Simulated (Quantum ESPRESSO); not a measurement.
Kohn-Sham bands of GaSe (R3m)

```
CELL_PARAMETERS angstrom
     -1.88709     3.26854     0.00000
     -3.77418     0.00000     0.00000
     -1.88709     1.08951     8.70470
ATOMIC_POSITIONS crystal
  Ga 0.95319 0.95319 0.14043
  Ga 0.04646 0.04646 0.86061
  Se 0.24233 0.24233 0.27300
  Se 0.42403 0.42403 0.72792
```

Materials Project entry mp-11342; symmetrised, unrelaxed at this level. Not found in the COD (Crystallography Open Database) copy used, which has the formula in other groups; not checked further. Level: PBEsol, spinors with spin-orbit coupling; pw.x of Quantum ESPRESSO at 69 Ry with PseudoDojo potentials, 4×4×4 k-points, Wannier90. Density: 10×10×10 mesh, cold smearing 0.01 Ry. The cell is built of weakly bound layers, chains or molecules, whose nearest atoms lie 4.52 Å apart. Database cells relaxed without dispersion often hold them too far apart, which can enlarge gaps and weakens couplings between them; spacing and stacking were not compared with the measured crystal.

Energies are relative to the valence-band maximum; weights are on the orthonormalised atomic waves of the pseudopotential files, averaged over the group. 58 electrons a cell are treated as valence.

```json
[
 {"bands": "1–8", "from (eV)": "-48.00", "to (eV)": "-47.93", "filling": "filled", "weight on atomic waves": "?"},
 {"bands": "9–20", "from (eV)": "-47.12", "to (eV)": "-47.03", "filling": "filled", "weight on atomic waves": "?"},
 {"bands": "21–28", "from (eV)": "-15.04", "to (eV)": "-14.87", "filling": "filled", "weight on atomic waves": "?"},
 {"bands": "29–40", "from (eV)": "-14.66", "to (eV)": "-14.28", "filling": "filled", "weight on atomic waves": "?"},
 {"bands": "41–44", "from (eV)": "-13.83", "to (eV)": "-12.09", "filling": "filled", "weight on atomic waves": "?"},
 {"bands": "45–58", "from (eV)": "-7.23", "to (eV)": "0.00", "filling": "filled", "weight on atomic waves": "?"}
]
```

### Question
Which atomic shells make up each group?

### Answer

- 1–8, weight on atomic waves: Se 3d 100 %
- 9–20, weight on atomic waves: Se 3d 100 %
- 21–28, weight on atomic waves: Ga 3d 97 %
- 29–40, weight on atomic waves: Ga 3d 98 %
- 41–44, weight on atomic waves: Se 4s 65 %, Ga 4p 16 %, Ga 3d 10 %
- 45–58, weight on atomic waves: Se 4p 61 %, Ga 4p 21 %, Ga 4s 14 %

The Kohn-Sham gap over both meshes and the path is 1.23 eV.
